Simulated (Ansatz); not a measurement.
Relaxed-ion elastic tensor of Cu$_{2}$O in space group Fd-3m (No. 227; O on 8b, Cu on 16d) in GPa (Voigt order), plane-wave PAW PBEsol (Ansatz code); density 3.27 g/cm³, 24.24 Å³ per atom.

```tsv
	1	2	3	4	5	6
1	58.1	59.5	59.5	0.0	0.0	0.0
2	59.5	58.1	59.5	0.0	0.0	0.0
3	59.5	59.5	58.1	0.0	0.0	0.0
4	0.0	0.0	0.0	-2.7	0.0	0.0
5	0.0	0.0	0.0	0.0	-2.7	0.0
6	0.0	0.0	0.0	0.0	0.0	-2.7
```

Question: Is the crystal mechanically stable?

Answer: No: the smallest eigenvalue of C is -2.7 GPa.

The start of the workflow was typed in or built on a structure type; neither database checked (COD, Materials Project) lists it. It is not the phase usual at ambient conditions (space group No. 224). The cell was relaxed with PBEsol under the symmetry of its start. At this level the phase is mechanically unstable. The workflow began spin-polarised and lost its moments. No Hubbard U is applied.

Potentials: the later of the program's two PAW sets.
